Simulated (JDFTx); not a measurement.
Reference run:

System: Pt(111) (Fm-3m bulk; lattice of mp-126, not re-optimised at this level), 1x1 cell of 4 atoms in 4 planes, area 6.73 Å² a face, 6.8 Å between the outermost planes in a cell 22.8 Å high; k mesh 8×8×1, Fermi width 0.01 Ha, no spin polarisation.

Reference level: PBE, GBRV ultrasoft potentials, plane waves to 20/100 Ha, in a modified build of JDFTx. Unrelaxed; liquid: linear PCM (GLSSA13), water, 1 M NaF. Potentials refer to SHE, placed 4.44 V below the bulk liquid's zero by convention.

```csv
cell height,work function (eV),U_pzc (V),mean C below U_pzc (μF/cm²),k states × plane waves,"cycles, vacuum run","rough core time, vacuum run"
14.8 Å,5.61,0.96,13 over 0.5 V,10 × 2872,13,80 s
16.8 Å,5.61,0.96,13 over 0.5 V,10 × 3260,15,2 min
18.8 Å,5.61,0.96,13 over 0.5 V,10 × 3650,17,2 min
22.8 Å,5.61,0.95,13 over 0.5 V,10 × 4427,19,3 min
30.8 Å,5.61,0.96,13 over 0.5 V,10 × 5979,23,4 min
```

The work function stays within 0.01 eV over all these settings; capacitances repeat to about ±0.2 μF/cm². Core times come from shared machines and are rough, one run each.
